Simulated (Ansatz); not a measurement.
In plane-wave PAW PBEsol (Ansatz code), CaAlHO2 in the tetragonal phase (P4/mmm; Ca on 1d, Al on 1a, O on 2f, H on 1b) relaxes to a = 3.727 Å, c = 3.448 Å. Ca has 12 nearest neighbours from 2.54 Å (cuboctahedral); Al has 6 nearest neighbours from 1.72 Å (octahedral). Against the elements it lies at -2.30 eV/atom, with no fitted shifts.

It is gapped at this level: 3.65 eV (indirect). The valence maximum lies at A and the conduction minimum at X (2 equivalent valleys). The screened hybrid HSE06 puts the gap at 5.28 eV. The electron mass is 0.41, 0.46, 0.70 mₑ (principal values). The hole mass is 0.62, 0.62, 5.2 mₑ (principal values).

An equation-of-state fit gives a bulk modulus of 144 GPa. The relaxed-ion elastic constants in GPa are C11 = 312, C12 = 127, C13 = 62.8, C33 = 230, C44 = 98.9, C66 = 163. The elastic constants imply a Debye temperature near 869 K. Perturbation theory gives ε∞ = 3.99 (xx = yy), 4.36 (zz). Letting the ions move raises it to ε0 = 20.8 (xx = yy), 30.6 (zz). Born charges are Ca +2.60, Al +2.83, O -2.30, H -0.83 e. The phonon dispersion is unstable, down to 101i cm⁻¹. Without the LO–TO term the highest mode at Γ lies at 56.65 THz.

The start of the workflow was typed in or built on a structure type; neither database checked (COD, Materials Project) lists it. Its standing as an ambient phase is unchecked. The cell was relaxed with PBEsol under the symmetry of its start. The references are the lowest solids computed at this level, not always the standard phases (solids in place of the gases).

Potentials: the earlier of the program's two PAW sets. The files were generated under PBE; for other functionals the program regenerates the frozen cores, and for LDA and PBEsol the local potential too.
